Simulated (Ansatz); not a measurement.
CdS:
```xyz
2
Lattice="0.0000 2.7267 2.7267 2.7267 0.0000 2.7267 2.7267 2.7267 0.0000" Properties=species:S:1:pos:R:3 pbc="T T T"
Cd     0.0000     0.0000     0.0000
S      2.7267     2.7267     2.7267
```

r²SCAN in the plane-wave PAW code Ansatz gives a gap of 0.75 eV without spin–orbit coupling, maximum off the standard path, at k = (0.000, 0.135, -0.281), minimum at X.

**Question.** What happens when spin–orbit coupling is switched on?

**Answer.** The gap falls by 0.01 eV, to 0.74 eV; maximum at L, minimum at X.

**Question.** Give the electron effective mass with spin–orbit coupling.

**Answer.** 0.19, 0.19, 0.40 mₑ (principal values).

**Question.** Give the hole effective mass with spin–orbit coupling.

**Answer.** 0.31, 0.35, 2.4 mₑ (principal values).

**Question.** Give the Z2 indices of the occupied bands with spin–orbit coupling.

**Answer.** 0;(000).

Space group Fm-3m (rock salt). This is a known high-pressure phase of the composition, computed here at zero pressure and temperature. Symmetry was held in the r²SCAN relaxation; phonons on a q-mesh show no instability.

Potentials: the later of the program's two PAW sets.
